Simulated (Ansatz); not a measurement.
**Notes on CaAg2Ge2**

```
Ge Ag Ca
1.0
     0.00000    4.16850    0.00000
     4.16850    0.00000    0.00000
     2.08425    2.08425   -5.62210
Ge Ag Ca
2 2 1
Direct
  0.38400 0.38400 0.23200
  0.61600 0.61600 0.76800
  0.75000 0.25000 0.50000
  0.25000 0.75000 0.50000
  0.00000 0.00000 0.00000
```

Level: r2SCAN, no spin polarisation; 500 eV; 7×7×7 Γ-centred mesh; cold occupations (width 0.0199 eV); Ansatz 0.2.0, fixed geometry.

(1) How is the charge shared?

(2) What is the formation energy?

(3) What happens at the Fermi level?

(4) What do density and ELF say about some of the short contacts?

Origin: a known structure type with other elements, at an estimated volume, so it need not be a known compound. Caveats: atoms or cell far from equilibrium.

Answers

(1) Bader charges in e: Ca +1.42, Ag -0.25, Ge -0.46. In the mean Ca gives up most and Ge takes most.

(2) -0.27 eV an atom against the elements' usual phases (free molecules for gases, crystals otherwise, with no correction for O₂ or N₂), so it is bound against them; other compounds may still compete. Relaxing would lower it.

(3) It is a metal, with about 1.8 states/eV a cell as the mean within 0.25 eV of the Fermi level, mostly Ge p (66 %) and Ag d (12 %).

(4) Ge–Ag at 2.57 Å: least valence density 0.37 e/Å³ and ELF 0.37 there. Ge–Ge at 2.61 Å: least valence density 0.37 e/Å³ and ELF 0.62 there. Ag–Ag at 2.95 Å: least valence density 0.21 e/Å³ and ELF 0.16 there. Both are smooth PAW fields, read partly inside the augmentation spheres.
